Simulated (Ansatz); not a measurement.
An Ansatz (a program for electronic structure) run. Input:

Ansatz 0.2 input:
```yaml
crystal:
  lattice:
    - [3.9345618226, 0.0, 0.0]
    - [0.0, 3.9345618226, 0.0]
    - [0.0, 0.0, 3.9345618226]
  atoms:
    - { symbol: Ba, position: [0.0, 0.0, 0.0] }
    - { symbol: Ti, position: [0.5, 0.5, 0.5] }
    - { symbol: O, position: [0.0, 0.5, 0.5] }
    - { symbol: O, position: [0.5, 0.5, 0.0] }
    - { symbol: O, position: [0.5, 0.0, 0.5] }
kpoints:
  mp_grid: { grid: [7, 7, 7] }
hamiltonian:
  xc: lda
  pseudopotentials: { kind: paw }
scf:
  occupations: { method: fixed }
elastic: { mode: relaxed_ion, stencil: two_point, amplitude: 0.005, f_tol: 0.0005 }
```

Output (shortened):

```
Pseudopotential: Ba, paw, valence charge 10
Pseudopotential: Ti, paw, valence charge 12
Pseudopotential: O, paw, valence charge 6
Functional definition: SPW92
Crystal: 5 atoms, lattice volume = 60.910 Å³
Basis set: ecut = 420 eV, 1213 PW (Γ)
Bands: 25, of which v1, the nominal top of the filled ones, is band 20 counted from 1 (19 counted from 0)
Symmetry: 48 space group operations
Space group: Pm-3m (ITA 221), of the structure as read, at distance tolerance 3.9e-5 Å
k-points: 20 of 343
SCF 1 converged in 11 iterations: F = -9904.495578 eV  dr2 = 1.14e-14
Crystal: 5 atoms, lattice volume = 60.606 Å³
Basis set: ecut = 420 eV, 1205 PW (Γ)
Symmetry: 16 space group operations
k-points: 40 of 343
SCF 2 converged in 11 iterations: F = -9904.493925 eV  dr2 = 6.12e-15
Crystal: 5 atoms, lattice volume = 61.215 Å³
SCF 3 converged in 8 iterations: F = -9904.493877 eV  dr2 = 4.17e-14
Crystal: 5 atoms, lattice volume = 60.910 Å³
Symmetry: 8 space group operations
k-points: 64 of 343
SCF 4 converged in 9 iterations: F = -9904.494822 eV  dr2 = 8.68e-14
Crystal: 5 atoms, lattice volume = 60.910 Å³
SCF 5 converged in 7 iterations: F = -9904.494822 eV  dr2 = 6.72e-14
SCF converged after 11 iterations
Free energy (F): -9904.495578 eV
Harris-Foulkes:  -9904.495578 eV  (|F-HF|=0.00e0)
Internal energy: -9904.495578 eV  (E = F + TS)
E sigma→0 (E₀):  -9904.495578 eV
Fermi energy:    10.625109 eV
--- Per-component energies (eV) ---
  E_band       = -119.537876
  E_kinetic    = 970.600328
  E_local      = -2035.849104  (includes V_loc(G=0)·N_el)
  E_nonlocal   = 216.375470
  E_hartree    = 795.050608
  E_xc         = -486.631610
  E_vxc        = -544.436037  (∫ρ·V_xc dr)
  E_paw        = -6495.369256  (= ΣΔE_a)
  E_vpaw       = -316.337320  (= ΣTr[D̂ρ^β])
  E_aug_tail   = 0.007571  (compensation charges beyond the density's cutoff)
  E_ewald      = -2869.578814
  E_core_change = 0.899230  (= ΣΔE_core)
  E_smearing   =  0.000000  (= −TS)
  E_closure    =  0.000000  (closes the sum)
  Σ components = -9904.495578   (vs F -9904.495578, Δ=0.00e0)
--- Forces (eV/Å), atoms counted from 1 ---
  atom   1  Ba     0.00000000     0.00000000     0.00000000
  atom   2  Ti     0.00000000     0.00000000     0.00000000
  atom   3  O      0.00000000     0.00000000     0.00000000
  atom   4  O      0.00000000     0.00000000     0.00000000
  atom   5  O      0.00000000     0.00000000     0.00000000
  max |Σ_I F_I| component: 0.0 eV/Å
--- Stress (GPa, compression-positive) ---
       -0.008387       0.000000       0.000000
        0.000000      -0.008387       0.000000
        0.000000       0.000000      -0.008387
  P = ⅓ Tr σ = -0.0084 GPa (-0.084 kbar)
--- Band table (eV; the first three rows and the last of 20) ---
  k-point 0: bands = ["-45.0313", "-21.6074", "-21.6074", "-21.6074", "-13.7829", "-5.9883", "-5.3072", "-5.3072", "1.0376", "1.0376", "1.0376", "8.4430", "8.4430", "8.4430", "9.4500", "9.4500", "9.4500", "10.6251", "10.6251", "10.6251", "12.4945", "12.4945", …
  k-point 1: bands = ["-45.0310", "-21.6205", "-21.6069", "-21.6069", "-13.7530", "-6.0174", "-5.2994", "-5.2796", "1.0759", "1.0759", "1.1472", "8.0729", "8.3680", "8.3680", "9.2206", "9.2206", "9.2648", "10.1045", "10.4664", "10.4664", "12.5217", "12.9404", …
  k-point 2: bands = ["-45.0305", "-21.6495", "-21.6056", "-21.6056", "-13.6843", "-6.1662", "-5.2817", "-5.1132", "1.1655", "1.1655", "1.3897", "7.2607", "8.1119", "8.1119", "8.8974", "8.9116", "8.9116", "9.2662", "10.1987", "10.1987", "12.5842", "13.7635", …
  k-point 19: bands = ["-45.0278", "-21.6642", "-21.6640", "-21.6640", "-13.4467", "-5.1030", "-5.0065", "-5.0065", "0.2296", "0.2296", "0.3684", "6.2030", "6.7615", "6.7615", "8.1299", "8.3409", "8.3409", "10.5189", "10.5189", "10.5993", "15.0811", …
--- Elastic constants: 2 strain directions × 2 members + reference (group order 48) ---
  dense FFT box of the reference and of every strained cell: 27×27×27
  strains applied: 11, 23; error gains: componentwise 1.00 (the most a stress slope's error grows in a printed constant), spectral 1.73 (1 for all six strains …
  C = ∂σ_k/∂η_j (tension-positive GPa; Voigt order 11 22 33 23 13 12):
       349.274    119.170    119.170      0.000      0.000      0.000
       119.170    349.274    119.170      0.000      0.000      0.000
       119.170    119.170    349.274      0.000      0.000      0.000
         0.000      0.000      0.000    132.326      0.000      0.000
         0.000      0.000      0.000      0.000    132.326      0.000
         0.000      0.000      0.000      0.000      0.000    132.326
  reference stress σ⁰ (GPa):      0.008      0.008      0.008      0.000      0.000      0.000
  moduli (Voigt/Reuss/Hill, GPa): K = 195.87/195.87/195.87   G = 125.42/124.83/125.12   E = 309.47   ν = 0.237
  mechanically stable: yes (min eigenvalue of sym C = 132.33 GPa)
  strain η (Voigt 11):  stress-route row diagonal C_11 = 349.27 GPa, energy-path curvature d²(F+E_count+ΔE)/dδ²/Ω₀ = 348.46 GPa
         δ    σ_11 (GPa)             F (eV)   n_scf  n_hpsi   n_pw
    -5.000e-3      -1.7820       -9904.4939245      11   23048   1205   relax 0 steps, max|allowed force component| 0.0 eV/Å
     5.000e-3       1.7107       -9904.4938770       8   19087   1213   relax 0 steps, max|allowed force component| 0.0 eV/Å
  strain η (Voigt 23):  stress-route row diagonal C_44 = 132.33 GPa, energy-path curvature d²(F+E_count+ΔE)/dδ²/Ω₀ = 132.27 GPa
         δ    σ_23 (GPa)             F (eV)   n_scf  n_hpsi   n_pw
    -5.000e-3      -0.6616       -9904.4948216       9   31516   1213   relax 0 steps, max|allowed force component| 0.0 eV/Å
     5.000e-3       0.6616       -9904.4948216       7   28564   1213   relax 0 steps, max|allowed force component| 0.0 eV/Å
```

Cost: roughly 22 core-seconds on shared cores.

This is a known high-temperature phase of the composition, computed here at zero pressure and temperature. The cell was relaxed with LDA under the symmetry of its start. At this level the phase is dynamically unstable (imaginary phonons). No spin polarisation was allowed. Spin–orbit coupling is left out wherever it is not named.

Potentials: the later of the program's two PAW sets.

Ansatz is a plane-wave DFT program.
